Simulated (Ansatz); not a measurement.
Polymorphs of ZnS, each relaxed with LDA (plane waves, PAW; program Ansatz):

A: P4/nmm
a = b = 4.666 Å, c = 4.060 Å, α = β = γ = 90.00°

```csv
atom,site,symmetry,x,y,z
Zn,2c,4mm,0.5000,0.0000,0.0623
S,2a,-4m2,0.0000,0.0000,0.0000
```

B: zinc blende (F-43m)
a = 5.2967 Å, b = 5.2967 Å, c = 5.2967 Å, α = 90.00°, β = 90.00°, γ = 90.00°

```csv
atom,site,symmetry,x,y,z
S,4c,-43m,0.2500,0.2500,0.2500
Zn,4a,-43m,0.0000,0.0000,0.0000
```

Put the candidates in order of energy per atom at 0 K, lowest first, for LDA.

B (+0 meV/atom), A (+649 meV/atom)

Give each one's gap.

A no gap; B 2.13 eV.

Constructed cells (a structure type filled with these elements, in neither database checked): A. Not the usual ambient phase: A. Weakly bound layers, chains or molecules computed without a dispersion correction, so cells and soft constants are ill determined: A. Unstable at this level: A. All cells were relaxed under the symmetry of their starts (and spin orders); stability against distortions was not tested throughout.

Energies hold the estimated change up to a 700 eV cutoff; steps of a few meV lie near the error of the meshes.

Potentials: the later of the program's two PAW sets.
